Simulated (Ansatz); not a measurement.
A geometry of Cl$_{2}$ away from equilibrium: step 2 of the relaxation of a generated trial cell of Cl2 in the AFLOW prototype A_hR2_166_c. The numbers are results of r2SCAN (plane waves to 500 eV, PAW, scalar-relativistic; Ansatz, a program for electronic structure), not measurements. Γ-centred k-mesh 6×6×6 on the run's cell (coarser than for final values), Fermi–Dirac smearing 0.05 eV.

```xyz
2
Lattice="2.4892 1.4371 5.6824 -2.4892 1.4371 5.6824 0.0000 -2.8743 5.6824" Properties=species:S:1:pos:R:3:forces:R:3 pbc="T T T" free_energy=-2167.052 pressure_GPa=0.4
Cl     0.0000     0.0000     0.9812    0.0000    0.0000    0.6322
Cl     0.0000     0.0000    16.0661    0.0000    0.0000   -0.6322
```

Positions in Å, forces in eV/Å, free energy of the cell in eV (comparable only within this code, potentials and settings). Largest force: 0.63 eV/Å, on Cl1, Cl2 (atoms numbered as listed); the geometry lies 0.06 eV/atom above the end of its relaxation.

No spin polarisation in the result. No dispersion correction is included, so spacings between layers, chains or molecules are soft and tend to come out too large.

The run could not lose the symmetry of its start: the end is stationary, and may be a saddle point rather than a minimum.

The end of the path is a generated cell of Cl2: the first start was made by placing the elements on the sites of a structure type, and the end was not matched to a known phase here, so it may be hypothetical. Known forms of Cl2 include space group No. 64.
